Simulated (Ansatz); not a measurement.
Values for one crystal, relaxed and computed with r²SCAN (plane waves, PAW; program Ansatz); other levels are named.

```yaml
volume_per_atom: 17.36 Å³
electronic_character: metallic (no gap)
Formation energy from the elements (no fitted shifts): -0.078 eV/atom
Gap with spin–orbit coupling: none (metallic)
Bulk modulus (Birch–Murnaghan fit): 126 GPa
Density of states at the Fermi level: 0.22 states/eV per atom (mean over ±0.08 eV)
Pressure derivative B′: 5.9
```

Problem. Which of these materials gives this?
A. ZrTa, L1₀ or tetragonal B2
B. MoRu, L1₀ or tetragonal B2
C. FePt, L1₀ or tetragonal B2
D. AgAu, L1₀ or tetragonal B2

Solution. D, AgAu, L1₀ or tetragonal B2

Space group P4/mmm (L1₀ or tetragonal B2). The start of the workflow was typed in or built on a structure type; neither database checked (COD, Materials Project) lists it. Its standing as an ambient phase is unchecked. The r²SCAN relaxation kept the symmetry of its start; its stability against distortions is not shown here. The run is not spin-polarised. The references are the lowest solids computed at this level, not always the standard phases. Scalar-relativistic: spin–orbit coupling is off unless named, which matters more the heavier the elements.

Potentials: the earlier of the program's two PAW sets.
